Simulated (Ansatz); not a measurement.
An Ansatz (a first-principles code) input:

Ansatz 0.2 input:
```yaml
crystal:
  lattice:
    - [4.2272052026, 0.0, 0.0]
    - [0.0, 4.2272052026, 0.0]
    - [0.0, 0.0, 4.2272052026]
  atoms:
    - { symbol: Ba, position: [0.0, 0.0, 0.0] }
    - { symbol: Zr, position: [0.5, 0.5, 0.5] }
    - { symbol: O, position: [0.5, 0.0, 0.5] }
    - { symbol: O, position: [0.0, 0.5, 0.5] }
    - { symbol: O, position: [0.5, 0.5, 0.0] }
kpoints:
  mp_grid: { grid: [5, 5, 5] }
  band_path:
    path:
      - [[0.0, 0.0, 0.0], [0.0, 0.5, 0.0], [0.5, 0.5, 0.0], [0.0, 0.0, 0.0], [0.5, 0.5, 0.5], [0.0, 0.5, 0.0]]  # Γ-X-M-Γ-R-X
      - [[0.5, 0.5, 0.5], [0.5, 0.5, 0.0]]  # R-M
      - [VBM, CBM]
    npoints: 12
basis: { xc_grid: 2 }
hamiltonian:
  xc: pbe
  pseudopotentials: { kind: paw }
magnetization: { noncollinear: true, spin_orbit: true }
scf:
  n_extra_bands: 12
  convergence: { dr2_threshold: 0.0000000001 }
  occupations: { method: gaussian, width: 0.01 }
checkpoint: { write: soc.run }
output: { eigenvalues: true }
```

### Question
How many symmetry operations and irreducible k-points will the run report?

### Answer
48 operations, 10 of 125 k-points.

### Question
With a cutoff of 420 eV, how many plane waves at Γ?

### Answer
1419.

It took roughly 60 core-seconds on shared server cores.

Space group Pm-3m (cubic perovskite). The PBE relaxation kept the symmetry of its start. No spin polarisation was allowed.

Potentials: the later of the program's two PAW sets.

Ansatz is a plane-wave DFT program.
